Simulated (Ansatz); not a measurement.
Li:
```cif
data_Li
_chemical_formula_sum 'Li1'
_space_group_name_H-M_alt 'P 1'
_space_group_IT_number 1
_cell_length_a 2.97482
_cell_length_b 2.97482
_cell_length_c 2.97482
_cell_angle_alpha 109.471
_cell_angle_beta 109.471
_cell_angle_gamma 109.471
loop_
_space_group_symop_operation_xyz
  'x, y, z'
loop_
_atom_site_label
_atom_site_type_symbol
_atom_site_fract_x
_atom_site_fract_y
_atom_site_fract_z
_atom_site_occupancy
Li1 Li 0.00000 0.00000 0.00000 1
```

Relaxed with PBE.

**Question.** Which orbitals make up the states near the Fermi level in PBE (plane waves, PAW; program Ansatz)?

**Answer.** Within 0.5 eV of the Fermi level: Li 2s 63 %, outside the projected shells 37 %. Projections are on Löwdin-orthogonalised atomic valence shells; empty p or d shells of many metals are not among them.

**Question.** Tabulate the density of states.

**Answer.** States/eV per cell of 1 atom, in 0.25 eV bins, energy from the Fermi level.

```tsv
E (eV)	total	Li 2s	Li 1s
-3.70	0.00	0.00	0.00
-3.45	0.07	0.07	0.01
-3.20	0.13	0.12	0.01
-2.95	0.17	0.16	0.01
-2.70	0.20	0.19	0.01
-2.45	0.23	0.22	0.01
-2.20	0.25	0.24	0.01
-1.95	0.27	0.26	0.00
-1.70	0.29	0.28	0.00
-1.45	0.31	0.30	0.00
-1.20	0.34	0.31	0.00
-0.95	0.36	0.33	0.00
-0.70	0.38	0.33	0.00
-0.45	0.40	0.34	0.00
-0.20	0.44	0.33	0.00
0.05	0.49	0.32	0.00
0.30	0.59	0.28	0.00
0.55	0.54	0.22	0.00
0.80	0.48	0.17	0.00
1.05	0.42	0.13	0.00
1.30	0.37	0.10	0.00
1.55	0.31	0.07	0.00
1.80	0.26	0.05	0.00
2.05	0.20	0.03	0.00
2.30	0.13	0.02	0.00
2.55	0.11	0.01	0.00
2.80	0.13	0.01	0.00
3.05	0.20	0.02	0.00
3.30	0.67	0.31	0.01
3.55	0.70	0.29	0.01
3.80	0.59	0.19	0.00
4.05	0.53	0.13	0.00
4.30	0.48	0.10	0.00
4.55	0.45	0.07	0.00
4.80	0.43	0.05	0.00
```

Space group Im-3m (bcc (W type)). The PBE relaxation kept the symmetry of its start.

Potentials: the later of the program's two PAW sets.
